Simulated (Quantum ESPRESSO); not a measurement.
## ZnIr2Cu3Pd2 (input and log of a self-consistent run)

Simulated, not a measurement. The program is pw.x of Quantum ESPRESSO 7.5 (plane-wave density functional theory). The cell is made up: eight metal atoms on a face-centred cubic lattice, with elements, volume, strain and displacements drawn at random and not relaxed, so it may be unstable or far from any real phase. PseudoDojo standard norm-conserving files set the functional (PBE unless stated); there is no spin polarisation or spin-orbit coupling, the Fermi-Dirac width of 0.25 eV means electrons at about 2900 K, and the masses in the input are unused placeholders. The copper pseudopotential is less sure than most, with forces differing by about three percent and pressure by about two GPa from a second method on plain copper. Heavy elements are run without spin-orbit coupling, which real alloys of them have. A spin test at this wide smearing found no moment, but such smearing suppresses magnetism that the real alloy may have.

Input:

```
&control calculation='scf', pseudo_dir='./dojo.nc.sr.pbe.v0_5.standard.upf', outdir='./o', disk_io='minimal', tprnfor=.true., tstress=.true. /
&system ibrav=0, nat=8, ntyp=4, nbnd=87, ecutwfc=92.02030273, nosym=.true., tot_charge=0,
 occupations='smearing', smearing='fd', degauss=0.0183746611
/
&electrons conv_thr=1.470e-08, electron_maxstep=70, mixing_beta=0.5 /
ATOMIC_SPECIES
Cu 1.0 Cu.upf
Ir 1.0 Ir.upf
Pd 1.0 Pd.upf
Zn 1.0 Zn.upf
CELL_PARAMETERS angstrom
0.0002 1.9204 1.918
-3.7465 3.8431 -3.8391
-3.9577 -3.9493 3.9444
ATOMIC_POSITIONS angstrom
Zn 0.0191 0.0203 0.0041
Ir -3.8128 -1.9901 1.9658
Ir -3.7638 0.0613 0.1481
Cu -3.8286 1.9641 -1.9584
Pd -1.9431 -0.0304 1.909
Cu -1.944 1.7902 -0.1205
Pd -5.6401 -0.0714 1.9824
Cu -5.909 1.7972 0.1034
K_POINTS automatic
9 4 4 1 1 1
```

The log is shortened where brackets say so; the opening notice, blank lines, dates and the lines on written files are dropped, and the path of the files is cut. It prints rydbergs, bohrs and kilobars, and counts compression as positive stress. Its total energy is the free energy E - TS of the whole cell.

```
     Program PWSCF v.7.5
     Parallel version (MPI & OpenMP), running on       4 processor cores
     Number of MPI processes:                 4
     Threads/MPI process:                     1
     [start-up lines left out]
     bravais-lattice index     =            0
     lattice parameter (alat)  =       5.1290  a.u.
     unit-cell volume          =     776.7937 (a.u.)^3
     number of atoms/cell      =            8
     number of atomic types    =            4
     number of electrons       =       147.00
     number of Kohn-Sham states=           87
     kinetic-energy cutoff     =      92.0203  Ry
     charge density cutoff     =     368.0812  Ry
     scf convergence threshold =      1.5E-08
     mixing beta               =       0.5000
     number of iterations used =            8  plain     mixing
     Exchange-correlation= PBE
                           (   1   4   3   4   0   0   0)
     [axes and pseudopotential details left out]
   Cartesian axes
     site n.     atom                  positions (alat units)
         1        Zn     tau(   1) = (   0.0070372   0.0074793   0.0015106  )
         2        Ir     tau(   2) = (  -1.4047813  -0.7332289   0.7242759  )
         3        Ir     tau(   3) = (  -1.3867278   0.0225853   0.0545657  )
         4        Cu     tau(   4) = (  -1.4106026   0.7236495  -0.7215494  )
         5        Pd     tau(   5) = (  -0.7159123  -0.0112005   0.7033486  )
         6        Cu     tau(   6) = (  -0.7162439   0.6595781  -0.0443968  )
         7        Pd     tau(   7) = (  -2.0780284  -0.0263065   0.7303919  )
         8        Cu     tau(   8) = (  -2.1771015   0.6621572   0.0380965  )
     number of k points=    72  Fermi-Dirac smearing, width (Ry)=  0.0184
                       cart. coord. in units 2pi/alat
        k(    1) = (  -0.0881108   0.0404599   0.0381153), wk =   0.0277778
        k(    2) = (  -0.1750212  -0.0018941   0.0805313), wk =   0.0277778
     [further k points left out]
     Dense  grid:    92707 G-vectors     FFT dimensions: (  32,  80,  80)
     Estimated max dynamical RAM per process >     461.42 MB
     Estimated total dynamical RAM >       1.74 GB
     Initial potential from superposition of free atoms
     starting charge     146.9983, renormalised to     147.0000
     Starting wfcs are   78 randomized atomic wfcs +    9 random wfcs
     total cpu time spent up to now is        7.5 secs
     per-process dynamical memory:   380.5 Mb
     Self-consistent Calculation
     iteration #  1     ecut=    92.02 Ry     beta= 0.50
     Davidson diagonalization with overlap
     ethr =  1.00E-02,  avg # of iterations =  3.0
     total cpu time spent up to now is       28.1 secs
     total energy              =   -2553.53897229 Ry
     estimated scf accuracy    <       8.19781134 Ry
     iteration #  2     ecut=    92.02 Ry     beta= 0.50
     Davidson diagonalization with overlap
     ethr =  5.58E-03,  avg # of iterations =  3.0
     total cpu time spent up to now is       49.9 secs
     total energy              =   -2553.22223988 Ry
     estimated scf accuracy    <      52.57512983 Ry
     iteration #  3     ecut=    92.02 Ry     beta= 0.50
     Davidson diagonalization with overlap
     ethr =  5.58E-03,  avg # of iterations =  2.9
     total cpu time spent up to now is       71.3 secs
     total energy              =   -2557.27277866 Ry
     estimated scf accuracy    <      11.00212951 Ry
     iteration #  4     ecut=    92.02 Ry     beta= 0.50
     Davidson diagonalization with overlap
     ethr =  5.58E-03,  avg # of iterations =  1.1
     total cpu time spent up to now is       87.4 secs
     total energy              =   -2558.25118441 Ry
     estimated scf accuracy    <       1.45535448 Ry
     iteration #  5     ecut=    92.02 Ry     beta= 0.50
     Davidson diagonalization with overlap
     ethr =  9.90E-04,  avg # of iterations =  2.0
     total cpu time spent up to now is      104.3 secs
     total energy              =   -2558.27212273 Ry
     estimated scf accuracy    <       0.81538870 Ry
     [iterations 6 to 15 left out]
     iteration # 16     ecut=    92.02 Ry     beta= 0.50
     Davidson diagonalization with overlap
     ethr =  3.41E-09,  avg # of iterations =  2.4
     total cpu time spent up to now is      291.9 secs
     total energy              =   -2558.32253433 Ry
     estimated scf accuracy    <       0.00007384 Ry
     iteration # 17     ecut=    92.02 Ry     beta= 0.50
     Davidson diagonalization with overlap
     ethr =  3.41E-09,  avg # of iterations =  2.0
     total cpu time spent up to now is      308.8 secs
     total energy              =   -2558.32253824 Ry
     estimated scf accuracy    <       0.00000146 Ry
     iteration # 18     ecut=    92.02 Ry     beta= 0.50
     Davidson diagonalization with overlap
     ethr =  9.96E-10,  avg # of iterations =  1.4
     total cpu time spent up to now is      324.5 secs
     total energy              =   -2558.32253842 Ry
     estimated scf accuracy    <       0.00000009 Ry
     iteration # 19     ecut=    92.02 Ry     beta= 0.50
     Davidson diagonalization with overlap
     ethr =  6.04E-11,  avg # of iterations =  2.5
     total cpu time spent up to now is      342.7 secs
     total energy              =   -2558.32253843 Ry
     estimated scf accuracy    <       0.00000004 Ry
     iteration # 20     ecut=    92.02 Ry     beta= 0.50
     Davidson diagonalization with overlap
     ethr =  2.46E-11,  avg # of iterations =  1.9
     total cpu time spent up to now is      359.0 secs
     End of self-consistent calculation
     [lines on levels left out]
!    total energy              =   -2558.32253843 Ry
     estimated scf accuracy    <          1.8E-09 Ry
     smearing contrib. (-TS)   =      -0.10083640 Ry
     internal energy E=F+TS    =   -2558.22170203 Ry
     The total energy is F=E-TS. E is the sum of the following terms:
     one-electron contribution =   -1184.21954359 Ry
     hartree contribution      =     677.02371328 Ry
     xc contribution           =    -356.83966734 Ry
     ewald contribution        =   -1694.18620439 Ry
     convergence has been achieved in  20 iterations
     Forces acting on atoms (cartesian axes, Ry/au):
     atom    1 type  4   force =    -0.00598337   -0.00657008   -0.00124906
     atom    2 type  2   force =    -0.01310613   -0.03095189    0.03173601
     atom    3 type  2   force =    -0.04494634    0.00934303   -0.07874840
     atom    4 type  1   force =     0.01393366   -0.01975348    0.01389191
     atom    5 type  3   force =     0.06246422    0.00546968    0.02661929
     atom    6 type  1   force =     0.01362072    0.03200844   -0.00048782
     atom    7 type  3   force =    -0.07080719    0.00573821    0.00861181
     atom    8 type  1   force =     0.04482444    0.00471609   -0.00037373
     Total force =     0.155906     Total SCF correction =     0.000257
     Computing stress (Cartesian axis) and pressure
          total   stress  (Ry/bohr**3)                   (kbar)     P=      -15.40
   0.00004227  -0.00011258   0.00023466            6.22      -16.56       34.52
  -0.00011258  -0.00025224   0.00011667          -16.56      -37.11       17.16
   0.00023466   0.00011667  -0.00010410           34.52       17.16      -15.31
     init_run     :      7.21s CPU      7.42s WALL (       1 calls)
     electrons    :    345.65s CPU    351.55s WALL (       1 calls)
     forces       :      2.31s CPU      2.31s WALL (       1 calls)
     stress       :      8.16s CPU      8.17s WALL (       1 calls)
     [timing details left out]
     PWSCF        :   6m 3.42s CPU   6m 9.58s WALL
     JOB DONE.
```

In other units: free energy -34807.751 eV for the cell, pressure -1.54 GPa, largest force component 2.025 eV/Å in size. The run took 371 s of wall time with four MPI processes on a shared machine (AMD EPYC, Zen 5, virtual cores), so the time is rough. A rerun of this cell at a higher cutoff and on a denser mesh moved values by no more than 0.025 eV in energy, 0.08 GPa in stress and 0.005 eV/Å in force, and a second program with other atomic files agreed on that cell to 2 % rms in force and 0.5 GPa in pressure.